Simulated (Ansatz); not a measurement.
The relaxed structure here is a generated cell of ScAlCO: the first start was made by placing the elements on the sites of a structure type, and the end was not matched to a known phase here, so it may be hypothetical.

The start is a generated trial cell of ScAlCO in the AFLOW prototype ABCD_tP8_129_c_b_a_c (as in ZrCuSiAs). Cell shape, volume and atoms are optimised at zero target pressure with r2SCAN (plane waves to 500 eV, PAW, scalar-relativistic; Ansatz, a quantum-chemistry and plane-wave program). The first steps use a coarse 7×7×3 k-mesh.

Initial structure:
```
CELL_PARAMETERS angstrom
      3.29075     0.00000     0.00000
      0.00000     3.29075     0.00000
      0.00000     0.00000     8.57372
ATOMIC_POSITIONS crystal
  Sc 0.50000 0.00000 0.22460
  Sc 0.00000 0.50000 0.77540
  Al 0.00000 0.00000 0.50000
  Al 0.50000 0.50000 0.50000
  C  0.00000 0.00000 0.00000
  C  0.50000 0.50000 0.00000
  O  0.50000 0.00000 0.67930
  O  0.00000 0.50000 0.32070
```

```yaml
initial_pressure: "-2 GPa (negative: the cell is under tension)"
largest_initial_force: about 5.0 eV/Å, on Sc1, Sc2 (atoms numbered as listed)
outcome: The space group stays P4/nmm (No. 129) (the run could not lower it); the end is AFLOW prototype ABCD_tP8_129_c_b_a_c (as in ZrCuSiAs), with 8 atoms in the primitive cell
energy_released: 0.29 eV/atom
Shortest distances (start → end): "The closest pairs of elements (up to four, under 3.6 Å), start → end: Al–O 2.25 → 2.48 Å; Al–Al 2.33 → 2.26 Å; C–C 2.33 → 2.26 Å; C–Sc 2.53 → 2.32 Å"
optimiser_moves: 12
```

The end point of the relaxation:

```cif
data_C2Al2O2Sc2
_chemical_formula_sum 'Sc2 Al2 C2 O2'
_space_group_name_H-M_alt 'P4/nmm :1'
_space_group_IT_number 129
_space_group_name_Hall 'P 4ab 2ab -1ab'
_cell_length_a 3.19313
_cell_length_b 3.19313
_cell_length_c 9.11859
_cell_angle_alpha 90.000
_cell_angle_beta 90.000
_cell_angle_gamma 90.000
loop_
_space_group_symop_operation_xyz
  'x, y, z'
  '-y+1/2, x+1/2, z'
  '-x, -y, z'
  'y+1/2, -x+1/2, z'
  'x+1/2, -y+1/2, -z'
  '-y, -x, -z'
  '-x+1/2, y+1/2, -z'
  'y, x, -z'
  '-x+1/2, -y+1/2, -z'
  'y, -x, -z'
  'x+1/2, y+1/2, -z'
  '-y, x, -z'
  '-x, y, z'
  'y+1/2, x+1/2, z'
  'x, -y, z'
  '-y+1/2, -x+1/2, z'
loop_
_atom_site_label
_atom_site_type_symbol
_atom_site_symmetry_multiplicity
_atom_site_Wyckoff_symbol
_atom_site_fract_x
_atom_site_fract_y
_atom_site_fract_z
_atom_site_occupancy
Sc1 Sc 2 c 0.50000 0.00000 0.18445 1
Al1 Al 2 b 0.50000 0.50000 0.50000 1
C1 C 2 a 0.00000 0.00000 0.00000 1
O1 O 2 c 0.00000 0.50000 0.29235 1
```

Final values are on a 15×15×5 k-mesh of the relaxed cell. No spin polarisation in the result. No Hubbard U is applied.

The run could not lose the symmetry of its start: the end is stationary, and may be a saddle point rather than a minimum.
